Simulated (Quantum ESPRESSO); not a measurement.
**Band energies of SnO monolayer at +3 % biaxial strain**

```xyz
4
Lattice="3.8985 0.0000 0.0000 0.0000 3.8985 0.0000 0.0000 0.0000 15.3000" Properties=species:S:1:pos:R:3 pbc="T T T"
O      0.0000     1.9493     0.0000
O      1.9493     0.0000     0.0000
Sn     0.0000     0.0000     1.1316
Sn     1.9493     1.9493    -1.1316
```

PBE (stringent potentials; pw.x of Quantum ESPRESSO, ONCV potentials, no spin-orbit coupling); path MΓXM; energies in eV from the valence-band maximum.

```csv
k (1/Å),point,band 24,band 25,band 26,band 27,band 28,band 29,band 30,band 31
0.00,M,-3.83,-1.33,-1.33,-0.75,-0.75,3.10,3.10,5.23
0.21,,-3.73,-1.72,-1.38,-0.88,-0.57,3.02,3.41,5.07
0.41,,-3.45,-2.61,-1.49,-1.24,-0.24,3.11,4.16,4.85
0.62,,-3.57,-3.04,-1.66,-1.63,-0.05,3.58,4.35,4.58
0.83,,-4.34,-2.59,-1.95,-1.79,0.00,3.47,3.59,4.43
1.04,,-3.80,-2.24,-2.00,-1.94,-0.02,2.82,2.94,5.29
1.14,Γ,-3.72,-2.17,-1.99,-1.99,-0.02,2.73,2.85,5.48
1.24,,-3.80,-2.23,-2.02,-1.93,-0.02,2.82,2.94,5.28
1.44,,-4.34,-2.46,-2.27,-1.73,0.00,3.42,3.57,4.39
1.64,,-4.28,-2.86,-2.71,-1.35,-0.06,3.61,3.90,4.51
1.84,,-3.80,-3.44,-3.25,-0.82,-0.32,3.26,3.41,5.31
1.95,X,-3.75,-3.53,-3.53,-0.55,-0.55,3.27,3.27,5.48
2.05,,-3.90,-3.29,-3.29,-0.55,-0.55,3.27,3.27,5.52
2.25,,-4.05,-2.53,-2.53,-0.59,-0.59,3.29,3.29,5.75
2.45,,-3.97,-1.82,-1.82,-0.67,-0.67,3.25,3.25,5.32
2.75,M,-3.83,-1.33,-1.33,-0.75,-0.75,3.10,3.10,5.23
```

The PBE gap is 2.73 eV and nearly direct: the edges lie at 73 % of the way from M to Γ and Γ, the smallest direct gap within 0.02 eV of it. The valence-band maximum lies 5.26 eV below the vacuum level.

Spin-orbit splittings are left out.

Geometry strained from the cell relaxed with PBEsol, atoms relaxed again.

This is a model layer cut from the bulk structure; whether it is stable on its own was not checked.
